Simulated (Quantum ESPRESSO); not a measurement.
Ta2Al3ZnNb2, one run as intended and one with a planted mistake

Simulated, not a measurement. The program is pw.x of Quantum ESPRESSO 7.5 (plane-wave density functional theory). The cell is made up: eight metal atoms on a face-centred cubic lattice, with elements, volume, strain and displacements drawn at random and not relaxed, so it may be unstable or far from any real phase. PseudoDojo standard norm-conserving files set the functional (PBE unless stated); there is no spin polarisation or spin-orbit coupling, the Fermi-Dirac width of 0.25 eV means electrons at about 2900 K, and the masses in the input are unused placeholders. Heavy elements are run without spin-orbit coupling, which real alloys of them have. A spin test at this wide smearing found no moment, but such smearing suppresses magnetism that the real alloy may have.

Intended input:

```
&control calculation='scf', pseudo_dir='./dojo.nc.sr.pbe.v0_5.standard.upf', outdir='./o', disk_io='minimal', tprnfor=.true., tstress=.true. /
&system ibrav=0, nat=8, ntyp=4, nbnd=54, ecutwfc=84.00895049, nosym=.true., tot_charge=0,
 occupations='smearing', smearing='fd', degauss=0.0183746611
/
&electrons conv_thr=1.470e-08, electron_maxstep=70, mixing_beta=0.5 /
ATOMIC_SPECIES
Al 1.0 Al.upf
Nb 1.0 Nb.upf
Ta 1.0 Ta.upf
Zn 1.0 Zn.upf
CELL_PARAMETERS angstrom
-0.0123 -2.0576 -2.0456
-6.1588 -2.0975 0.0029
-2.0189 4.1016 -6.1354
ATOMIC_POSITIONS angstrom
Ta 0.0508 0.0134 0.024
Al -2.0474 2.1453 -4.0473
Zn -2.0047 0.004 -2.0691
Nb -4.0187 2.0785 -6.2149
Al -4.2495 0.048 -4.0014
Al -4.0976 -2.1261 -1.8981
Ta -6.1594 -0.0091 -6.0903
Nb -6.2339 -2.1575 -4.0674
K_POINTS automatic
8 4 3 1 1 1
```

The log is shortened where brackets say so; the opening notice, blank lines, dates and the lines on written files are dropped, and the path of the files is cut. It prints rydbergs, bohrs and kilobars, and counts compression as positive stress. Its total energy is the free energy E - TS of the whole cell.

Log of the intended run:

```
     Program PWSCF v.7.5
     Parallel version (MPI & OpenMP), running on       4 processor cores
     Number of MPI processes:                 4
     Threads/MPI process:                     1
     [start-up lines left out]
     bravais-lattice index     =            0
     lattice parameter (alat)  =       5.4829  a.u.
     unit-cell volume          =     930.8651 (a.u.)^3
     number of atoms/cell      =            8
     number of atomic types    =            4
     number of electrons       =        81.00
     number of Kohn-Sham states=           54
     kinetic-energy cutoff     =      84.0090  Ry
     charge density cutoff     =     336.0358  Ry
     scf convergence threshold =      1.5E-08
     mixing beta               =       0.5000
     number of iterations used =            8  plain     mixing
     Exchange-correlation= PBE
                           (   1   4   3   4   0   0   0)
     [axes and pseudopotential details left out]
   Cartesian axes
     site n.     atom                  positions (alat units)
         1        Ta     tau(   1) = (   0.0175086   0.0046184   0.0082718  )
         2        Al     tau(   2) = (  -0.7056498   0.7393917  -1.3949285  )
         3        Zn     tau(   3) = (  -0.6909330   0.0013786  -0.7131289  )
         4        Nb     tau(   4) = (  -1.3850713   0.7163687  -2.1420061  )
         5        Al     tau(   5) = (  -1.4646181   0.0165435  -1.3791088  )
         6        Al     tau(   6) = (  -1.4122647  -0.7327743  -0.6541926  )
         7        Ta     tau(   7) = (  -2.1228776  -0.0031364  -2.0990619  )
         8        Nb     tau(   8) = (  -2.1485545  -0.7435965  -1.4018561  )
     number of k points=    48  Fermi-Dirac smearing, width (Ry)=  0.0184
                       cart. coord. in units 2pi/alat
        k(    1) = (  -0.0534126  -0.0161771  -0.0720557), wk =   0.0416667
        k(    2) = (   0.0068376  -0.1928419   0.1052833), wk =   0.0416667
     [further k points left out]
     Dense  grid:    96733 G-vectors     FFT dimensions: (  32,  72,  90)
     Estimated max dynamical RAM per process >     279.43 MB
     Estimated total dynamical RAM >       1.02 GB
     Initial potential from superposition of free atoms
     starting charge      80.9861, renormalised to      81.0000
     Starting wfcs are   62 randomized atomic wfcs
     total cpu time spent up to now is        5.0 secs
     per-process dynamical memory:   208.9 Mb
     Self-consistent Calculation
     iteration #  1     ecut=    84.01 Ry     beta= 0.50
     Davidson diagonalization with overlap
     ethr =  1.00E-02,  avg # of iterations =  3.4
     total cpu time spent up to now is       16.2 secs
     total energy              =    -940.66290810 Ry
     estimated scf accuracy    <       1.73491225 Ry
     iteration #  2     ecut=    84.01 Ry     beta= 0.50
     Davidson diagonalization with overlap
     ethr =  2.14E-03,  avg # of iterations =  5.2
     total cpu time spent up to now is       28.4 secs
     total energy              =    -939.55475544 Ry
     estimated scf accuracy    <      25.77102795 Ry
     [iterations 3 to 14 left out]
     iteration # 15     ecut=    84.01 Ry     beta= 0.50
     Davidson diagonalization with overlap
     ethr =  1.89E-10,  avg # of iterations =  1.4
     total cpu time spent up to now is      153.7 secs
     total energy              =    -941.61821922 Ry
     estimated scf accuracy    <       0.00000002 Ry
     iteration # 16     ecut=    84.01 Ry     beta= 0.50
     Davidson diagonalization with overlap
     ethr =  2.23E-11,  avg # of iterations =  2.1
     total cpu time spent up to now is      164.8 secs
     End of self-consistent calculation
     [lines on levels left out]
!    total energy              =    -941.61821921 Ry
     estimated scf accuracy    <          9.8E-09 Ry
     smearing contrib. (-TS)   =      -0.07856193 Ry
     internal energy E=F+TS    =    -941.53965728 Ry
     The total energy is F=E-TS. E is the sum of the following terms:
     one-electron contribution =    -547.47793162 Ry
     hartree contribution      =     304.80109736 Ry
     xc contribution           =    -162.92827734 Ry
     ewald contribution        =    -535.93454568 Ry
     convergence has been achieved in  16 iterations
     Forces acting on atoms (cartesian axes, Ry/au):
     atom    1 type  3   force =    -0.01113351    0.02635172   -0.02376907
     atom    2 type  1   force =    -0.00766746   -0.01864464    0.00237515
     atom    3 type  4   force =    -0.02403711   -0.00217613    0.00535279
     atom    4 type  2   force =    -0.01629130   -0.02177534    0.04461315
     atom    5 type  1   force =     0.02616436   -0.01158258   -0.00671968
     atom    6 type  1   force =     0.00194062    0.02088148   -0.03641778
     atom    7 type  3   force =    -0.00202687   -0.01872128    0.02368531
     atom    8 type  2   force =     0.03305127    0.02566678   -0.00911986
     Total force =     0.102549     Total SCF correction =     0.000484
     Computing stress (Cartesian axis) and pressure
          total   stress  (Ry/bohr**3)                   (kbar)     P=       17.68
   0.00010132  -0.00004915  -0.00004844           14.90       -7.23       -7.13
  -0.00004915   0.00013327   0.00000552           -7.23       19.60        0.81
  -0.00004844   0.00000552   0.00012601           -7.13        0.81       18.54
     init_run     :      4.58s CPU      4.75s WALL (       1 calls)
     electrons    :    158.69s CPU    159.80s WALL (       1 calls)
     forces       :      1.41s CPU      1.42s WALL (       1 calls)
     stress       :      4.75s CPU      4.76s WALL (       1 calls)
     [timing details left out]
     PWSCF        :   2m49.65s CPU   2m50.97s WALL
     JOB DONE.
```

A second run has one planted mistake: the files are those of another functional. The input lines that differ:

```
- &control calculation='scf', pseudo_dir='./dojo.nc.sr.pbe.v0_5.standard.upf', outdir='./o', disk_io='minimal', tprnfor=.true., tstress=.true. /
+ &control calculation='scf', pseudo_dir='./dojo.nc.sr.pbesol.v0_4_1.standard.upf', outdir='./o', disk_io='minimal', tprnfor=.true., tstress=.true. /
```

Its log:

```
     Program PWSCF v.7.5
     Parallel version (MPI & OpenMP), running on       4 processor cores
     Number of MPI processes:                 4
     Threads/MPI process:                     1
     [start-up lines left out]
     bravais-lattice index     =            0
     lattice parameter (alat)  =       5.4829  a.u.
     unit-cell volume          =     930.8651 (a.u.)^3
     number of atoms/cell      =            8
     number of atomic types    =            4
     number of electrons       =        81.00
     number of Kohn-Sham states=           54
     kinetic-energy cutoff     =      84.0090  Ry
     charge density cutoff     =     336.0358  Ry
     scf convergence threshold =      1.5E-08
     mixing beta               =       0.5000
     number of iterations used =            8  plain     mixing
     Exchange-correlation= PBESOL
                           (   1   4  10   8   0   0   0)
     [axes and pseudopotential details left out]
   Cartesian axes
     site n.     atom                  positions (alat units)
         1        Ta     tau(   1) = (   0.0175086   0.0046184   0.0082718  )
         2        Al     tau(   2) = (  -0.7056498   0.7393917  -1.3949285  )
         3        Zn     tau(   3) = (  -0.6909330   0.0013786  -0.7131289  )
         4        Nb     tau(   4) = (  -1.3850713   0.7163687  -2.1420061  )
         5        Al     tau(   5) = (  -1.4646181   0.0165435  -1.3791088  )
         6        Al     tau(   6) = (  -1.4122647  -0.7327743  -0.6541926  )
         7        Ta     tau(   7) = (  -2.1228776  -0.0031364  -2.0990619  )
         8        Nb     tau(   8) = (  -2.1485545  -0.7435965  -1.4018561  )
     number of k points=    48  Fermi-Dirac smearing, width (Ry)=  0.0184
                       cart. coord. in units 2pi/alat
        k(    1) = (  -0.0534126  -0.0161771  -0.0720557), wk =   0.0416667
        k(    2) = (   0.0068376  -0.1928419   0.1052833), wk =   0.0416667
     [further k points left out]
     Dense  grid:    96733 G-vectors     FFT dimensions: (  32,  72,  90)
     Estimated max dynamical RAM per process >     279.43 MB
     Estimated total dynamical RAM >       1.02 GB
     Initial potential from superposition of free atoms
     starting charge      80.9870, renormalised to      81.0000
     Starting wfcs are   62 randomized atomic wfcs
     total cpu time spent up to now is        4.9 secs
     per-process dynamical memory:   208.9 Mb
     Self-consistent Calculation
     iteration #  1     ecut=    84.01 Ry     beta= 0.50
     Davidson diagonalization with overlap
     ethr =  1.00E-02,  avg # of iterations =  3.5
     total cpu time spent up to now is       15.6 secs
     total energy              =    -940.20933124 Ry
     estimated scf accuracy    <       1.71957681 Ry
     iteration #  2     ecut=    84.01 Ry     beta= 0.50
     Davidson diagonalization with overlap
     ethr =  2.12E-03,  avg # of iterations =  5.3
     total cpu time spent up to now is       27.9 secs
     total energy              =    -939.10087441 Ry
     estimated scf accuracy    <      25.44606299 Ry
     [iterations 3 to 14 left out]
     iteration # 15     ecut=    84.01 Ry     beta= 0.50
     Davidson diagonalization with overlap
     ethr =  2.07E-10,  avg # of iterations =  1.2
     total cpu time spent up to now is      148.5 secs
     total energy              =    -941.15055094 Ry
     estimated scf accuracy    <       0.00000002 Ry
     iteration # 16     ecut=    84.01 Ry     beta= 0.50
     Davidson diagonalization with overlap
     ethr =  1.92E-11,  avg # of iterations =  2.5
     total cpu time spent up to now is      158.1 secs
     End of self-consistent calculation
     [lines on levels left out]
!    total energy              =    -941.15055094 Ry
     estimated scf accuracy    <       0.00000001 Ry
     smearing contrib. (-TS)   =      -0.07890811 Ry
     internal energy E=F+TS    =    -941.07164283 Ry
     The total energy is F=E-TS. E is the sum of the following terms:
     one-electron contribution =    -548.06052342 Ry
     hartree contribution      =     304.64848672 Ry
     xc contribution           =    -161.72506045 Ry
     ewald contribution        =    -535.93454568 Ry
     convergence has been achieved in  16 iterations
     Forces acting on atoms (cartesian axes, Ry/au):
     atom    1 type  3   force =    -0.01218537    0.02490258   -0.02217837
     atom    2 type  1   force =    -0.00557617   -0.01704513    0.00093710
     atom    3 type  4   force =    -0.01789008   -0.00319379    0.00610797
     atom    4 type  2   force =    -0.01465293   -0.02016444    0.04227184
     atom    5 type  1   force =     0.02293589   -0.01094877   -0.00697808
     atom    6 type  1   force =     0.00127410    0.01909856   -0.03434000
     atom    7 type  3   force =    -0.00394506   -0.01636180    0.02147923
     atom    8 type  2   force =     0.03003962    0.02371279   -0.00729968
     Total force =     0.094136     Total SCF correction =     0.000481
     Computing stress (Cartesian axis) and pressure
          total   stress  (Ry/bohr**3)                   (kbar)     P=      -25.66
  -0.00018300  -0.00005082  -0.00004356          -26.92       -7.48       -6.41
  -0.00005082  -0.00016700   0.00000001           -7.48      -24.57        0.00
  -0.00004356   0.00000001  -0.00017324           -6.41        0.00      -25.48
     init_run     :      4.52s CPU      4.68s WALL (       1 calls)
     electrons    :    152.60s CPU    153.21s WALL (       1 calls)
     forces       :      1.43s CPU      1.44s WALL (       1 calls)
     stress       :      4.89s CPU      4.90s WALL (       1 calls)
     [timing details left out]
     PWSCF        :   2m43.70s CPU   2m44.51s WALL
     JOB DONE.
```

```
                                            intended run  run with the mistake
                          free energy (eV)    -12811.369            -12805.006
         entropy term -TS, part of it (eV)        -1.069                -1.074
                            pressure (GPa)          1.77                 -2.57
size of the largest force component (eV/Å)         1.147                 1.087
largest change of a force component (eV/Å)                               0.158
                                iterations            16                    16
```

For scale, a rerun of the intended cell at a higher cutoff and on a denser mesh moved values by no more than 0.003 eV in energy, 0.05 GPa in stress and 0.007 eV/Å in force, and a second program with other atomic files agreed on that cell to 2 % rms in force and 0.5 GPa in pressure. Files of another functional or element have another zero of energy, so the energy change says nothing on stability.